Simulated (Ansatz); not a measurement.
Starting cell, MoS₂ (3R-MoS2 type, space group R3m):

```yaml
crystal:
  lattice:
    - [1.57661, 0.91026, 5.99789]
    - [-1.57661, 0.91026, 5.99789]
    - [0.00000, -1.82051, 5.99789]
  atoms:
    - { symbol: Mo, position: [0.00002, 0.00002, 0.00002] }
    - { symbol: S, position: [0.75353, 0.75353, 0.75353] }
    - { symbol: S, position: [0.57975, 0.57975, 0.57975] }
```

In this cell atom 1 (Mo, nearest neighbour S at 2.399 Å; its periodic images, 3.2 Å or more away, move with it) is moved by s along Cartesian [111], unit vector (0.577, 0.577, 0.577); all other atoms and the cell stay fixed.

Computed with PBE-D3(BJ) (plane waves to 420 eV, PAW, scalar-relativistic; Ansatz, an electronic-structure program). k mesh 10×10×10 (Γ-centred), Fermi-Dirac smearing 0.05 eV. Energies are smeared free energies. Stress and pressure are positive under compression. F⊥ is the part of the force across the line. MoS2 is run without spin polarisation. MoS2 was relaxed with its symmetry unable to fall. The PAW data are Ansatz's earlier set. This is one of several known forms of MoS2; the measured ambient cells at hand have space group No. 194. ΔE is measured from the undisplaced structure.

```
s (Å)   P (GPa)  |F⊥| (eV/Å)  ΔE (meV/cell)
------  -------  -----------  -------------
-0.240     4.25        1.287            675
-0.192     2.74        0.990            433
-0.144     1.55        0.717            244
-0.096      [?]        0.464            109
-0.048     0.18        0.227             27
0.000      0.00        0.000              0
0.048      0.18        0.221             27
0.096       [?]        0.442            110
0.144      1.62        0.666            248
0.192      2.91        0.901            [?]
0.240      4.59        1.152            697
```

Question: What belongs in the gaps?

Answer: 
- -0.096, P (GPa): 0.70
- 0.096, P (GPa): 0.72
- 0.192, ΔE (meV/cell): 443

(A displaced cell: forces are minus the slopes of the energy, force constants its curvatures, and phonons follow from these.)
